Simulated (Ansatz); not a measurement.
Here is the system:

Bi2CaSe3:
```
Bi2CaSe3
1.0
    4.54029     0.00000     0.00000
   -2.27014     3.93200     0.00000
    0.00000     0.00000     9.26326
Se Bi Ca
3 2 1
Direct
  0.33333   0.66667   0.66717
  0.00000   0.00000   0.00000
  0.66667   0.33333   0.33283
  0.66667   0.33333   0.84340
  0.33333   0.66667   0.15660
  0.00000   0.00000   0.50000
```

This is the r²SCAN+D4-relaxed structure.

All from r²SCAN+D4 (plane waves, PAW; program Ansatz), unless another level is named. Give the electronic character.

metallic (no gap).

Give the density of states at the Fermi level.

0.38 states/eV per atom (mean over ±0.08 eV).

Predict the formation energy from the elements (no fitted shifts).

-0.77 eV/atom.

Next, the gap with spin–orbit coupling?

none (metallic).

Space group P-3m1. A made-up cell: these elements were put on the sites of a structure type; neither database checked (COD, Materials Project) lists it. Whether it is the stable phase at ambient conditions was not checked. The r²SCAN+D4 relaxation kept the symmetry of its start; its stability against distortions is not shown here. The references are the lowest solids computed at this level, not always the standard phases. Spin–orbit coupling is left out wherever it is not named.

Potentials: the later of the program's two PAW sets.
